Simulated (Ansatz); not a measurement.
**Ba2Bi3 squeezed and stretched**

A database entry relaxed whole under r2SCAN (Immm):

```
Ba Bi
1.0
    -2.41378    3.98360    5.12016
     2.41378   -3.98360    5.12016
     2.41378    3.98360   -5.12016
Ba Bi
2 3
Cartesian
  0.0000 3.9836 2.2893
  2.4138 0.0000 2.8309
  0.0000 0.0000 0.0000
  0.0000 1.6303 5.1202
  2.4138 2.3533 0.0000
```

The cell was scaled uniformly, its shape held, and the atoms relaxed at each volume with plane-wave PAW DFT (Ansatz 0.2.0; r2SCAN, 500 eV, 8×8×8 Γ-centred mesh, fermi-dirac occupations of width 0.100 eV; no spin, no spin-orbit coupling). One row is withheld.

| volume (Å³/atom) | energy over the lowest (meV/atom) | pressure (GPa) |
| --- | --- | --- |
| 37.023 | 16.8 | 2.45 |
| 37.811 | 7.1 | 1.54 |
| 38.599 | 1.6 | 0.73 |
| 39.386 | 0.0 | 0.00 |
| 40.174 | ? | ? |
| 40.962 | 6.6 | -1.24 |
| 41.750 | 14.1 | -1.77 |

Fit the pressures of the other rows to the third-order Birch-Murnaghan form.

With f = [(V₀/V)^(2/3) − 1]/2 and P = 3B₀f(1 + 2f)^(5/2)[1 + 3(B₀′ − 4)f/2], least squares gives V₀ = 39.39 Å³ an atom, B₀ = 34.5 GPa and B₀′ = 4.4; the rows miss the fit by less than 0.01 GPa. The slope of the energies differs from these pressures by less than 0.05 GPa.

What does the withheld row hold?

The fit gives -0.65 GPa at 40.174 Å³; the run gave -0.65 GPa and 1.8 meV an atom.

Caveats: the shape of the cell was held, so B₀ is an upper bound where the axes differ in stiffness; 0 K, fixed nuclei; the symmetry was kept, and this need not be the phase that is stable at 0 K; one mesh for all volumes; pressure is positive in compression.
